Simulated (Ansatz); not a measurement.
All numbers below come from DFT, LDA (PW92), plane waves (420 eV) with PAW, scalar-relativistic in Ansatz 0.2.0. The PAW files were generated under PBE, with cores re-solved for the functional.

An element in the diamond structure gives this curve. The cell is scaled uniformly from the relaxed one, with fractional coordinates and shape fixed. Energies are extrapolated to zero smearing, pressures are those at the given smearing. Magnetic state: spin not included.

```csv
V (Å³/atom),E − E₀ (meV/atom),P (GPa)
32.486,13.7,1.10
33.962,6.1,0.72
35.439,1.6,0.32
36.915,0.2,-0.09
38.392,2.9,-0.56
39.869,10.7,-1.03
41.345,23.6,-1.43
```

Which element is it?
A. mercury
B. yttrium
C. thallium
D. antimony

B. Its fit is V₀ = 36.67 Å³/atom, B₀ = 11.6 GPa, B₀′ = -4.6.
